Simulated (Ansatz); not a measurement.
Pd (diamond, space group No. 227) under volume change, PBEsol in the plane-wave PAW code Ansatz, scaled uniformly.

```json
[
 {"V (Å³/atom)": "20.888", "E − E(relaxed) (meV/atom)": "60.0", "P (GPa)": "10.27"},
 {"V (Å³/atom)": "21.577", "E − E(relaxed) (meV/atom)": "24.9", "P (GPa)": "6.19"},
 {"V (Å³/atom)": "22.265", "E − E(relaxed) (meV/atom)": "5.8", "P (GPa)": "2.80"},
 {"V (Å³/atom)": "22.954", "E − E(relaxed) (meV/atom)": "0.0", "P (GPa)": "0.00"},
 {"V (Å³/atom)": "23.642", "E − E(relaxed) (meV/atom)": "5.1", "P (GPa)": "-2.29"},
 {"V (Å³/atom)": "24.331", "E − E(relaxed) (meV/atom)": "19.1", "P (GPa)": "-4.15"},
 {"V (Å³/atom)": "25.020", "E − E(relaxed) (meV/atom)": "40.3", "P (GPa)": "-5.69"}
]
```

**Question.** What does a third-order Birch–Murnaghan fit give for V₀, B₀ and B′?

**Answer.** V₀ = 22.96 Å³/atom, B₀ = 83.9 GPa, B′ = 5.5.

Space group Fd-3m (diamond). The start of the workflow was typed in or built on a structure type; neither database checked (COD, Materials Project) lists it. It is not the phase usual at ambient conditions (space group No. 225). The cell was relaxed with PBEsol under the symmetry of its start. At this level the phase is mechanically unstable. No spin polarisation was allowed.

Potentials: the earlier of the program's two PAW sets. The files were generated under PBE; for other functionals the program regenerates the frozen cores, and for LDA and PBEsol the local potential too.
